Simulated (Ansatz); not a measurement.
Theory: Ansatz 0.2.0, DFT PBE, scalar-relativistic, plane waves, PAW. All cells share a 420 eV cutoff and Γ-centred k meshes spaced at most about 0.3 Å⁻¹ (about 0.25 or finer for metals, 2π included). Collinear spin in cells that started with moments and kept them past the coarse steps, no spin elsewhere.

Temperature and zero-point effects are left out. All come from trial cells, and lower structures may exist.

Task: Order these relaxed structures of Fe₄Si by energy, lowest first, with the energy over the lowest of them.
A.

```
CELL_PARAMETERS angstrom
0.00000 3.27966 3.27966
3.27966 0.00000 3.27966
3.27966 3.27966 0.00000
ATOMIC_POSITIONS crystal
Fe 0.12543 0.62370 0.12543
Fe 0.12543 0.12543 0.12543
Fe 0.62370 0.12543 0.12543
Fe 0.12543 0.12543 0.62370
Si 0.75000 0.75000 0.75000
```

B.

```
CELL_PARAMETERS angstrom
3.92188 0.00000 0.00000
-1.96094 3.39645 0.00000
0.00000 0.00000 4.77716
ATOMIC_POSITIONS crystal
Fe 0.33333 0.66667 0.50000
Fe 0.66667 0.33333 0.75519
Fe 0.66667 0.33333 0.24481
Fe 0.33333 0.66667 0.00000
Si 0.00000 0.00000 0.50000
```

C.

```
CELL_PARAMETERS angstrom
4.75657 0.00000 0.00000
-2.37829 4.11931 0.00000
0.00000 0.00000 4.43864
ATOMIC_POSITIONS crystal
Fe 0.50000 0.00000 0.50000
Fe 0.00000 0.50000 0.50000
Fe 0.50000 0.50000 0.50000
Fe 0.00000 0.00000 0.00000
Si 0.00000 0.00000 0.50000
```

Result: B (0 meV/atom), A (445 meV/atom), C (728 meV/atom). Forms: B P-6m2, moments up to 2.7 μB; A F-43m, moments up to 1.8 μB; C P6/mmm, moments up to 2.7 μB. Counting Fe atoms around Si (those within 1.25 times the shortest such distance or 1.15 times the sum of covalent radii; a plus sign parts nearer from farther groups): B has Si 3+6; A has Si 12; C has Si 8. Even the lowest lies +0.09 eV/atom against the elements.

The magnetic state reached may not be the lowest. Cells relaxed within their symmetry can be saddle points. Some structure types and database cells were kept out of the candidates from the start, so a known form may be missing.
